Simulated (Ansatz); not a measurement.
**A run on KI**

```yaml
crystal:
  lattice:
    - [0.0, 3.532775, 3.532775]
    - [3.532775, 0.0, 3.532775]
    - [3.532775, 3.532775, 0.0]
  atoms:
    - { symbol: K, position: [0.0, 0.0, 0.0] }
    - { symbol: I, position: [0.5, 0.5, 0.5] }
kpoints:
  mp_grid: { grid: [7, 7, 7] }
scf:
  occupations: { method: fermi_dirac, width: 0.02 }
  max_iter: 60
hamiltonian:
  xc: pbe
  pseudopotentials: { kind: paw }
output:
  forces: true
  stress: true
  populations: true
  efg:
    quadrupole_moments_barn: { K: 0.0603, I: -0.68822 }
    contact_densities: true
basis:
  ecutwfc: "520 ev"
```

```sh
ansatz run input.yaml --threads 1 --pin off --max-ram 3072MiB --backend cpu --events-out ev --progress --plain --runs-dir out
```

(1) What happens when this input is run?

## Answers

(1) The input was rejected before any iteration. The input holds a cutoff in the wrong unit. The program says:

```
Error: YAML parse error: error: line 25 column 12: unknown unit factor `ev` — a unit is read by its exact case: `eV` is a unit here, `ev` is not
  --> <input>:25:12
   |
23 |     contact_densities: true
24 | basis:
25 |   ecutwfc: "520 ev"
   |            ^ unknown unit factor `ev` — a unit is read by its exact case: `eV` is a unit here, `ev` is not
```

Against a sound input the change was `basis.ecutwfc`: not typed → 520 ev; `scf.max_iter`: not typed → 60.
